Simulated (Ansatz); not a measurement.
Lattice vibrations of B₃Ru at Γ

The calculation used DFT PBE, scalar-relativistic, plane waves, PAW (Ansatz 0.2.0). Settings: 420 eV plane-wave cutoff, Γ-centred 18×18×10 mesh, Fermi-Dirac smearing of 0.15 eV. No spin polarisation. Phonons by linear response, acoustic sum rule imposed.

Relaxed structure:
```
B Ru
1.0
     2.89684    0.00000    0.00000
    -1.44842    2.50874    0.00000
     0.00000    0.00000    4.57035
B Ru
3 1
Direct
  0.66667 0.33333 0.50000
  0.33333 0.66667 0.32291
  0.33333 0.66667 0.67709
  0.66667 0.33333 0.00000
```

It was reached by relaxing an invented guess, and it needn't be the stable form of this composition. In a metal, frequencies depend on the k mesh and the smearing, soft modes most.

Optical modes at Γ:
```csv
frequency (THz),degeneracy
10.01,2
14.58,1
15.27,2
18.44,1
19.80,2
30.66,1
```

All 9 optical modes at Γ are real: no displacement of atoms at fixed cell lowers the energy to second order. Strains and modes at other wave vectors aren't tested by this run.
